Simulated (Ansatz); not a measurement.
In$_{2}$SbAs:
```cif
data_AsIn2Sb
_chemical_formula_sum 'In2 Sb1 As1'
_space_group_name_H-M_alt 'P 1'
_space_group_IT_number 1
_cell_length_a 7.73178
_cell_length_b 7.73178
_cell_length_c 7.73178
_cell_angle_alpha 33.510
_cell_angle_beta 33.510
_cell_angle_gamma 33.510
loop_
_space_group_symop_operation_xyz
  'x, y, z'
loop_
_atom_site_label
_atom_site_type_symbol
_atom_site_fract_x
_atom_site_fract_y
_atom_site_fract_z
_atom_site_occupancy
In1 In 0.00494 0.00494 0.00494 1
In2 In 0.49533 0.49533 0.49533 1
Sb1 Sb 0.62433 0.62433 0.62433 1
As1 As 0.12542 0.12542 0.12542 1
```

Relaxed with PBEsol.

Task: Which orbitals make up the states near the Fermi level in PBEsol (plane waves, PAW; program Ansatz)?

Result: Within 0.5 eV of the Fermi level: Sb 5p 51 %, As 4p 19 %, In 5p 19 %, In 5s 6 %. Projections are on Löwdin-orthogonalised atomic valence shells; empty p or d shells of many metals are not among them.

Task: Tabulate the density of states.

Result: States/eV per cell of 4 atoms, in 0.25 eV bins, energy from the Fermi level.

```tsv
E (eV)	total	In 5p	As 4p	Sb 5p
-7.85	0.00	0.00	0.00	0.00
-7.60	0.00	0.00	0.00	0.00
-7.35	0.00	0.00	0.00	0.00
-7.10	0.00	0.00	0.00	0.00
-6.85	0.00	0.00	0.00	0.00
-6.60	0.00	0.00	0.00	0.00
-6.35	0.00	0.00	0.00	0.00
-6.10	0.06	0.00	0.02	0.01
-5.85	4.15	0.16	1.13	0.66
-5.60	3.52	0.28	0.71	0.79
-5.35	2.07	0.16	0.41	0.47
-5.10	1.33	0.11	0.27	0.29
-4.85	1.00	0.08	0.21	0.21
-4.60	0.79	0.06	0.17	0.16
-4.35	0.64	0.05	0.15	0.12
-4.10	0.52	0.04	0.14	0.08
-3.85	0.46	0.04	0.14	0.06
-3.60	0.39	0.04	0.13	0.04
-3.35	1.40	0.46	0.57	0.20
-3.10	2.98	1.06	0.96	0.74
-2.85	2.78	0.95	0.89	0.73
-2.60	3.14	1.04	1.09	0.80
-2.35	4.13	1.33	1.60	0.99
-2.10	3.49	1.06	1.41	0.84
-1.85	2.93	0.85	0.98	0.95
-1.60	3.34	0.93	1.03	1.25
-1.35	3.20	0.84	0.98	1.26
-1.10	2.30	0.58	0.57	1.07
-0.85	1.43	0.33	0.33	0.72
-0.60	1.03	0.22	0.22	0.57
-0.35	0.72	0.14	0.13	0.43
-0.10	0.17	0.03	0.03	0.11
0.15	0.08	0.01	0.02	0.02
0.40	0.18	0.04	0.04	0.02
0.65	0.48	0.13	0.09	0.03
0.90	0.76	0.21	0.16	0.05
1.15	1.03	0.30	0.22	0.07
1.40	1.90	0.65	0.35	0.14
1.65	2.96	0.94	0.50	0.32
1.90	3.42	1.03	0.47	0.52
2.15	3.25	0.97	0.38	0.61
2.40	2.13	0.61	0.29	0.38
2.65	2.16	0.77	0.26	0.34
2.90	1.99	0.82	0.27	0.28
3.15	1.78	0.87	0.26	0.19
3.40	2.20	1.17	0.29	0.23
3.65	4.18	2.27	0.47	0.49
3.90	3.43	1.86	0.37	0.43
4.15	2.89	1.60	0.33	0.35
4.40	3.65	1.88	0.43	0.41
4.65	3.50	1.70	0.35	0.46
```

Space group R3m. The workflow started from a Materials Project entry (that database holds measured and hypothetical structures alike); the Crystallography Open Database copy checked does not list it. Whether it is the stable phase at ambient conditions was not checked. The cell was relaxed with PBEsol under the symmetry of its start; its stability against distortions is not shown here. A small band overlap can be real or an error of a semilocal functional. Scalar-relativistic: spin–orbit coupling is off unless named, which matters more the heavier the elements.

Potentials: the later of the program's two PAW sets.
